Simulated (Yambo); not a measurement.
Yambo run on CsAgCl2 (space group P4/nmm, No. 129). The wavefunctions are norm-conserving LDA (Quantum ESPRESSO, 86 Ry, scalar-relativistic) ones on a 2×2×1 mesh (42 occupied bands); a = 5.068 Å, b = 5.068 Å, c = 9.859 Å, α = 90.00°, β = 90.00°, γ = 90.00°.

Yambo input:

```
rim_cut
gw0
dyson
el_el_corr
HF_and_locXC
cohsex
em1s
RandQpts= 1000000
RandGvec= 1 Ry
EXXRLvcs= 86 Ry
VXCRLvcs= 344 Ry
Chimod= "HARTREE"
% BndsRnXs
 9 | 465 |
%
NGsBlkXs= 8 Ry
% LongDrXs
 1.0 | 1.0 | 1.0 |
%
ExtendOut
% QPkrange
 1 | 1 | 42 | 43 |
 3 | 3 | 42 | 42 |
%
```

k points by index: 1 = Γ, 3 = M.

Table of the .qp output:

```
#    K-point    Band    Eo [eV]    E [eV]    E-Eo [eV]    Vxc [eV]    Vnlxc [eV]    Sc|Eo [eV]    Re(Z)    Im(Z)
#
    1    42    -0.322240    -3.533314    -3.211074    -19.59886    -24.48556    1.675625    1.000000    0.000000
    1    43    1.940866    1.690708    -0.250157    -10.61268    -5.920347    -4.942486    1.000000    0.000000
    3    42    0.000000    -3.133700    -3.133700    -19.78304    -24.48091    1.564176    1.000000    0.000000
```
(The two width columns are left out.) Convergence of these settings isn't established.

Spin-orbit coupling is not included.

Geometry of the Materials Project entry, not relaxed at this level.

The structure is a Materials Project entry; no match was found in the copy of COD used, and its stability was not checked.
